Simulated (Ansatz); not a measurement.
# Find the missing element

Cell vectors (Å):

```
0.0000 3.1311 3.1311
3.1311 0.0000 3.1311
3.1311 3.1311 0.0000
```

```tsv
atom	a	b	c
Na	0.0000	0.0000	0.0000
X	0.5000	0.5000	0.5000
```

The calculation used LDA, all-electron LAPW in Ansatz 0.2.0, scalar-relativistic. k mesh 6×6×6, strains of ±0.005, fixed occupations.

Elastic constants of a crystal by Kohn-Sham DFT: slopes of the stress over finite engineering strains of the given cell, Voigt indices, Cartesian axes as in the cell vectors.

```csv
index,elastic (GPa)
11,44.2
12,8.9
44,7.7
```

Problem. All X atoms are one element. Which one was computed?

Solution. I; the crystal is NaI (Fm-3m).
